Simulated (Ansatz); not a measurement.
The elements of this relaxed trial crystal are hidden behind letters.

```
lattice vectors (Å)
   0.0000    3.4764    3.4764
   3.4764    0.0000    3.4764
   3.4764    3.4764    0.0000
fractional positions
X 0.2500 0.2500 0.2500
X 0.7500 0.7500 0.7500
X 0.5000 0.5000 0.5000
Z 0.0000 0.0000 0.0000
```

Method: DFT PBE, scalar-relativistic, plane waves, PAW in Ansatz 0.2.0. Plane waves to 420 eV, a 12×12×12 mesh through Γ for the 4-atom cell and 0.10 eV Gaussian smearing; no spin polarisation.

* Space group: Fm-3m (No. 225)
* Conventional cell: a = 6.953 Å
* Volume per atom: 21.01 Å³
* Density: 5.69 g/cm³
* Energy over the elements: +0.06 eV/atom
* Gap on the 12×12×12 mesh of the 4-atom cell: 0 eV (a metal)

Energies are uncorrected and count from the elements' standard states at the same level.

Q: X is a p-block element of period 4 and Z is a p-block element of period 4. Which elements are they?

A: X = Ga, Z = Se, so the formula is Ga3Se, here in the BiF3 (D0_3) type. Density times volume gives a mean mass of 5.69 × 21.01/1.6605 = 72.0 u per atom, and this set has 72.0 u. Around Ga on a site of symmetry -43m lie 4 Ga at 3.01 Å, 4 Se at 3.01 Å and 6 Ga at 3.48 Å; around Ga on a site of symmetry m-3m lie 8 Ga at 3.01 Å and 6 Se at 3.48 Å; Se is surrounded by 8 Ga at 3.01 Å and 6 Ga at 3.48 Å. Other sets within the hints have nearly the same mass, so mass alone doesn't settle it; this one was computed.

An odd number of electrons in the primitive cell allows no gap without spin; a larger cell or a magnetic state could open one. Symmetry constrained the relaxation, so the result can be a saddle point. Another cell of Ga3Se relaxed alike, in P4/mmm, lies 111 meV/atom lower, so this cell isn't the stable form at this level.
